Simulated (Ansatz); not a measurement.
A bilayer cut from bulk SnO (litharge type, space group P4/nmm), in the bulk's stacking and in-plane cell, with 15 Å of vacuum. The upper layer (atoms 5 to 8) slides over the lower.

```
CELL_PARAMETERS angstrom
      3.83710     0.00000     0.00000
      0.00000     3.83710     0.00000
      0.00000     0.00000    22.07548
ATOMIC_POSITIONS crystal
  Sn 0.00000 0.50000 0.33831
  O  0.00000 0.00000 0.39128
  O  0.50000 0.50000 0.39128
  Sn 0.50000 0.00000 0.44415
  Sn 0.00000 0.50000 0.55585
  O  0.00000 0.00000 0.60872
  O  0.50000 0.50000 0.60872
  Sn 0.50000 0.00000 0.66169
```

In-plane vectors a = (3.837, 0.000) Å, b = (0.000, 3.837) Å, area 14.72 Å². The shift is s times the vector a + b (length 5.426 Å), so s = 1 restores the start. Atoms relax along the normal only. γ = [E(shift) − E(0)] / area.

Computed with PBE-D3(BJ) (plane waves to 420 eV, PAW, scalar-relativistic; Ansatz, an electronic-structure program). k mesh 12×12×1 (Γ-centred), Fermi-Dirac smearing 0.05 eV. E is the zero-smearing estimate. At this level the bands of SnO touch or barely overlap; measurements give the solid a gap. SnO was relaxed with its symmetry unable to fall. γ is measured from zero shift. The last digit holds for this mesh only.

| s | γ (mJ/m²) |
|---|---|
| 0.000 | 0 |
| 0.083 | 65 |
| 0.167 | 231 |
| 0.250 | 343 |
| 0.333 | withheld |
| 0.417 | 401 |
| 0.500 | 406 |
| 0.583 | 401 |
| 0.667 | withheld |
| 0.750 | 343 |
| 0.833 | 231 |
| 0.917 | 65 |

Fit a Fourier form (three harmonics of 1 − cos and sin) to the given rows and predict γ at s = 0.333.

Least squares on the 10 given rows: γ = (189.5)·[1 − cos(2πs)] + (70.9)·[1 − cos(4πs)] + (12.7)·[1 − cos(6πs)], in mJ/m²; root-mean-square residual 4.4 mJ/m². At 0.333 the fit gives 391 mJ/m²; the calculation gives 384 mJ/m², so the interpolation is off by 7 (+1.8 %). 

(The slope of γ gives the shear force per area between the displaced halves; near zero shift its curvature is an elastic stiffness.)
